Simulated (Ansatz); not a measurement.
Values for one crystal, relaxed and computed with DFT-r²SCAN in the program Ansatz with PAW potentials; other levels are named.

Volume per atom: 21.15 Å³
Electronic character: metallic (no gap)
Density of states at the Fermi level: 0.91 states/eV per atom (mean over ±0.08 eV)
Formation energy from the elements (no fitted shifts): -0.24 eV/atom

### Question
Pick the material that matches.
(A) Zr2Ni, I4/mcm (Zr on 8h, Ni on 4a)
(B) ZrHg, L1₀ or tetragonal B2
(C) LuAg4, I4/m (Lu on 2a, Ag on 8h)
(D) Ba2Hg, MoSi2 or CaC2 type

### Answer
B, ZrHg, L1₀ or tetragonal B2

Space group P4/mmm (L1₀ or tetragonal B2). The workflow started from a Materials Project entry (that database holds measured and hypothetical structures alike); the Crystallography Open Database files this formula in space group No. 123, but the cells were not matched. Its standing as an ambient phase is unchecked. The r²SCAN relaxation kept the symmetry of its start; its stability against distortions is not shown here. The run is not spin-polarised. The references are the lowest solids computed at this level, not always the standard phases. Scalar-relativistic: spin–orbit coupling is off unless named, which matters more the heavier the elements.

Potentials: the later of the program's two PAW sets.
